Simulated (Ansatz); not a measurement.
## MgCu3H6Cl2O6: field gradients at two levels of theory

Cell: a diffraction structure from the COD, its atoms then relaxed with PBE in this cell.

```
Mg Cu H Cl O
1.0
     6.27330    0.00000    0.00000
    -3.13665    5.43284    0.00000
     0.00000    0.00000    5.74720
Mg Cu H Cl O
1 3 6 2 6
Direct
  0.00000 0.00000 0.00000
  0.50000 0.00000 0.00000
  0.00000 0.50000 0.00000
  0.50000 0.50000 0.00000
  0.20190 0.79810 0.32251
  0.20190 0.40380 0.32251
  0.59620 0.79810 0.32251
  0.79810 0.20190 0.67749
  0.40380 0.20190 0.67749
  0.79810 0.59620 0.67749
  0.66667 0.33333 0.38159
  0.33333 0.66667 0.61841
  0.64986 0.82493 0.15865
  0.17507 0.82493 0.15865
  0.17507 0.35014 0.15865
  0.82493 0.64986 0.84135
  0.82493 0.17507 0.84135
  0.35014 0.17507 0.84135
```

Atoms are numbered from 1 in the order listed; like atoms form one site, named after its first atom.

First run. Computed with Ansatz: DFT, PBE, plane waves and PAW, scalar-relativistic, collinear spin, 420 eV cutoff, Γ-centred 4×4×4 k-points, Fermi–Dirac smearing 0.02 eV. Start moments as typed (μB): 0 1 1 -1 0 0 0 0 0 0 0 0 0 0 0 0 0 0 by atom.

```
site  atom  V_zz (10²¹ V/m²)     η  m (μB)
  Mg     1              1.28  0.01    0.00
 Cu2     2            -10.99  0.07    0.61
 Cu4     4            -11.10  0.09   -0.59
  H5     5              3.54  0.00    0.00
  H6     6              3.54  0.01    0.00
  Cl    11              4.29  0.03    0.00
 O13    13              8.28  0.61    0.00
 O14    14              8.45  0.44    0.07
```

Second run. The same atoms and settings, except that a Hubbard term is added (U = 5.0 eV on Cu d).

(1) What does the second run give?

Answers

(1) 

| site | atom | V_zz | η | change of V_zz | m (μB) |
| --- | --- | --- | --- | --- | --- |
| Mg | 1 | 1.28 | 0.01 | 0.00 | 0.00 |
| Cu2 | 2 | -13.78 | 0.12 | -2.79 | 0.66 |
| Cu4 | 4 | -13.80 | 0.12 | -2.70 | -0.66 |
| H5 | 5 | 3.55 | 0.00 | +0.01 | 0.00 |
| H6 | 6 | 3.55 | 0.01 | +0.01 | 0.00 |
| Cl | 11 | 4.55 | 0.02 | +0.26 | 0.00 |
| O13 | 13 | 8.59 | 0.48 | +0.31 | 0.00 |
| O14 | 14 | 8.69 | 0.40 | +0.24 | 0.07 |

The largest change of V_zz is on Cu2, from -10.99 to -13.78. In per cent, |V_zz| changes by +1 on Mg, +24 to +25 on Cu, 0 on H, +6 on Cl, +3 to +4 on O (all sites that start above 0.5).

The entry's hydrogen positions were far off; the other atoms hardly move on relaxation. The magnetic order is the one that the run reached from its start moments, not necessarily the measured one.
